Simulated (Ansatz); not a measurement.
Data:

CuI:
```xyz
6
Lattice="5.3575 0.0000 0.0000 -2.6787 4.6397 0.0000 0.0000 0.0000 10.0588" Properties=species:S:1:pos:R:3 pbc="T T T"
Cu     0.9105     0.0000     3.3529
Cu    -0.4553     0.7886     6.7059
Cu     2.2235     3.8512     0.0000
I      3.3297     0.0000     8.3824
I     -1.6648     2.8836     1.6765
I      1.0139     1.7561     5.0294
```

This is the PBE-relaxed structure.

All from PBE in the plane-wave PAW code Ansatz, unless another level is named. Predict the band gap.

2.63 eV (indirect).

Predict the weight of the conduction-edge state by species (Voronoi cells).

Cu 59 %, I 41 %.

And the valence-band maximum?

on the Γ–M line, 96 % of the way from Γ.

What about the weight of the valence-edge state by species (Voronoi cells)?

Cu 68 %, I 32 %.

Space group P3_121. The start of the workflow was typed in or built on a structure type; neither database checked (COD, Materials Project) lists it. It is not the phase usual at ambient conditions (space group No. 216). Symmetry was held in the PBE relaxation; whether a distortion lowers the energy is not shown. The workflow began spin-polarised and lost its moments. The volume moved by 63 % from the start of the relaxation. Spin–orbit coupling is left out wherever it is not named.

Potentials: the earlier of the program's two PAW sets.
